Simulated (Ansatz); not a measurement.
## Fields on a plane of MgH2 (rutile)

```yaml
crystal:
  lattice:
    - [4.51729, 0.00000, 0.00000]
    - [0.00000, 4.51729, 0.00000]
    - [0.00000, 0.00000, 3.01286]
  atoms:
    - { symbol: Mg, position: [0.00000, 0.00000, 0.00000] }
    - { symbol: Mg, position: [0.50000, 0.50000, 0.50000] }
    - { symbol: H, position: [0.30441, 0.30441, 0.00000] }
    - { symbol: H, position: [0.80441, 0.19559, 0.50000] }
    - { symbol: H, position: [0.19559, 0.80441, 0.50000] }
    - { symbol: H, position: [0.69559, 0.69559, 0.00000] }
```

The slice is a (010) plane (indices of the conventional cell) through the point (0.304, 0.304, 0.000) (fractional), spanned by u = [001] and v = [100] in vectors of this cell: u (3.01 Å) and v (4.52 Å, at 90° to u). It covers one period; positions are fractions (u, v).

Atoms on it: H at (0.00, 0.00). Other atoms lie within 1 Å of the plane.

All values below come from PBE (plane waves to 420 eV, PAW, scalar-relativistic; Ansatz, a first-principles code). k mesh 7×7×11. Near the nuclei the fields are pseudised (PAW); where an atom keeps semicore shells as valence, they peak there. MgH2 was relaxed with its symmetry unable to fall.

```
|xx@@%:  :%@@x|
|@@@@*.  .*@@@|
|@@@#:    :#@@|
|%#+:.    .:+#|
|-:.   ..   .:|
|    .-++-.   |
|   :+%@@%+:  |
|  :+%@@@@%+: |
|  -#@@@@@@#- |
|  -#@@@@@@#- |
|  :#@@@@@@#: |
|  .=%@@@@%=. |
|   :=++++=:  |
|             |
|-:.        .:|
|%#=.      .=#|
|@@%=      =%@|
|@@@%:    :%@@|
|xx@@*.  .*@@x|
|xx@@%:  :%@@x|
```
Scale: ten equal steps from 0.02 (start of ' ') to 1.00 (end of '@'), in the order ' .:-=+*#%@'. Values: electron localisation function (ELF). The map has 13 points along u (one character each, u = 0 at the left) and 20 along v (v = 0 in the bottom row). Points within 0.4 Å of a nucleus are blanked (x), as the pseudised field means little there.

```
|xxxx######xxx|
|xxx%%%%%%%%xx|
|xx%%@@@@@@%%x|
|##%%@@@@@@%%#|
|##%%@@@@@@%%#|
|###%@@@@@@%##|
|*##%@@@@@@%##|
|##%%@xxxx@%%#|
|#%%%xxxxxx%%%|
|%%%%xxxxxx%%%|
|%%%%xxxxxx%%%|
|%%%#*xxxx*#%%|
|%%%#+=--=+#%%|
|%%#+-.  .-+#%|
|%%#+:    :+#%|
|%#*=.    .=*#|
|xx*=:    :=*x|
|xxx+-.  .-+xx|
|xxxx+-::-+xxx|
|xxxx*++++*xxx|
```
Scale: ten equal steps from -3.00 (start of ' ') to 5.97 (end of '@'), in the order ' .:-=+*#%@'. Values: electrostatic potential energy of an electron, from the cell's mean, in eV. The map has 13 points along u (one character each, u = 0 at the left) and 20 along v (v = 0 in the bottom row). Points within 0.8 Å of a nucleus are blanked (x), as the pseudised field means little there. Values under -3 eV are set to -3. The zero, the cell's mean, hangs on the PAW cores.
